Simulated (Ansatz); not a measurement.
Here is the system:

TiPd:
```xyz
2
Lattice="3.1023 0.0000 0.0000 0.0000 3.1023 0.0000 0.0000 0.0000 3.1023" Properties=species:S:1:pos:R:3 pbc="T T T"
Ti     1.5512     1.5512     1.5512
Pd     0.0000     0.0000     0.0000
```

This is the LDA-relaxed structure.

Problem. All from LDA (plane waves, PAW; program Ansatz), unless another level is named. Give the bulk modulus (Birch–Murnaghan fit).

Solution. 184 GPa.

Problem. What about the elastic constants (relaxed ions, GPa)?

Solution. C11 = 151, C12 = 200, C44 = 52.6.

Problem. Next, the highest zone-centre frequency?

Solution. 175 cm⁻¹.

Space group Pm-3m (CsCl type). The workflow started from an entry of the Crystallography Open Database (COD). Whether it is the stable phase at ambient conditions was not checked. Symmetry was held in the LDA relaxation. At this level the phase is mechanically unstable. No spin polarisation was allowed. As this level gives no gap, shear constants depend on the k-mesh and smearing (Fermi–Dirac, 0.1 eV here). As this level gives no gap, phonon frequencies hold no LO–TO term and depend on the k-mesh and smearing (Fermi–Dirac, 0.1 eV here).

Potentials: the later of the program's two PAW sets.
